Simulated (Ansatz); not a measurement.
MgCdSe₂, ordered on the rocksalt lattice (R-3m) with 4 atoms a cell, relaxed with r2SCAN, was run in Ansatz under altered settings. All numbers are computed, without spin polarisation but where a row says otherwise.

```
CELL_PARAMETERS angstrom
1.97565 1.14064 6.45111
-1.97565 1.14064 6.45111
0.00000 -2.28128 6.45111
ATOMIC_POSITIONS crystal
Mg 0.00000 0.00000 0.00000
Cd 0.50000 0.50000 0.50000
Se 0.25334 0.25334 0.25334
Se 0.74666 0.74666 0.74666
```

The base run's other keys:
```yaml
kpoints:
  mp_grid: { grid: [4, 4, 4] }
hamiltonian:
  xc: hse06
scf:
  occupations: { method: fixed }
  n_extra_bands: 5
```

It takes 16 iterations with 1731 plane waves at 420 eV and 13 k points, and leaves a mean stress of +0.05 GPa. The gap over this mesh is 1.461 eV. It ran on 4 threads of Arm Neoverse N1 (shared host).

Outcomes, with energy and stress as changes against the base:
```tsv
setting	outcome	ΔF (meV/atom)	Δ mean stress (GPa)	gap on the mesh (eV)	iterations	wall time
PBE hybrid, exx coeff 0.4, omega 0.3 1/Å	converged	–	-0.6	1.727	20	42 s
scf.occupations: cold 0.5	converged, warned	0.0	0.0	1.461	34	40 s
```
A dash marks a value that wasn't obtained or can't be compared. Stress is positive in compression. The base took 36 s.

- PBE hybrid, exx coeff 0.4, omega 0.3 1/Å. That is 40 % exact exchange, screened with ω = 0.3 1/Å, against HSE06's 25 % screened at 0.208 1/Å. The mean stress moves by -0.6 GPa and the gap on the mesh by +0.266 eV (to 1.727). Totals of different functionals aren't comparable.
- scf.occupations: cold 0.5. Energy, stress and gap stay within 1 meV an atom, 0.1 GPa and 0.005 eV of the base. Warned: rising crossing taken.

Within 1 meV an atom, 0.1 GPa and 0.005 eV of the base stay: scf.occupations: cold 0.5.

The runs are scalar-relativistic, without spin-orbit coupling.

The stress of a hybrid is loosely converged in these runs.
